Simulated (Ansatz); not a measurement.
The relaxed structure here is a generated cell of HfO2: the first start was made by placing the elements on the sites of a structure type, and the end was not matched to a known phase here, so it may be hypothetical. Known forms of HfO2 include space group No. 14, 29, 137, 225.

A structure of HfO$_{2}$ relaxed with PBEsol (plane waves to 420 eV, PAW, scalar-relativistic; Ansatz, a program for electronic structure); single points at other levels follow on the same geometry (Ansatz, PAW; HSE06 at 420 eV on a 6×6×6 k-mesh; no spin-orbit coupling). Space group Pn-3m (No. 224).

```
HfO2
1.0
    4.49876     0.00000     0.00000
    0.00000     4.49876     0.00000
    0.00000     0.00000     4.49876
O Hf
4 2
Direct
  0.25000   0.25000   0.25000
  0.25000   0.75000   0.75000
  0.75000   0.25000   0.75000
  0.75000   0.75000   0.25000
  0.50000   0.50000   0.50000
  0.00000   0.00000   0.00000
```

```json
[
 {"level": "PBEsol", "gap (eV)": "4.15", "kind": "direct", "conduction minimum": "Γ"},
 {"level": "HSE06", "gap (eV)": "…", "kind": "–", "conduction minimum": "…"}
]
```

Some entries are withheld; supply them.


- HSE06, gap (eV): 5.82
- HSE06, conduction minimum: Γ

No spin polarisation in the result.

It was reached from a disturbed copy of a Pn-3m (No. 224) cell (AFLOW prototype A2B_cP6_224_b_a (C3, as in Cu2O)), against which it lies under 1 meV/atom.
